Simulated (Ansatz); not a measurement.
NbTe$_{2}$ in space group C2/m (No. 12; Pearson symbol mS18), r²SCAN in the plane-wave PAW code Ansatz, all energies at zero smearing, with the estimated change up to a 700 eV cutoff added, with one set of potentials and settings (totals compare only within such a set). Cell of 9 atoms (3 Nb, 6 Te): -55665.251 eV.

```csv
element,reference phase,E (eV/atom)
Nb,"Im-3m, 1 atoms in the cell",-4563.6587
Te,"P3_121, 3 atoms in the cell",-6994.9041
```

Formation energy per atom, worked out: (-55665.251 − 3×(-4563.6587) − 6×(-6994.9041))/9 = -0.539 eV/atom (-52 kJ per mol of atoms), at 0 K, without zero-point energy or fitted corrections.

The first step of the workflow began from a Materials Project structure, measured or hypothetical; the Crystallography Open Database files this formula in space group No. 12, but the cells were not matched. Whether it is the stable phase at ambient conditions was not checked. The r²SCAN relaxation kept the symmetry of its start; its stability against distortions is not shown here. No spin polarisation was allowed. A crystal of weakly bound layers computed without a dispersion correction: the cell and the soft elastic constants depend strongly on that. The references are the lowest solids computed at this level, not always the standard phases. Scalar-relativistic: spin–orbit coupling is off unless named, which matters more the heavier the elements.

Potentials: the earlier of the program's two PAW sets.
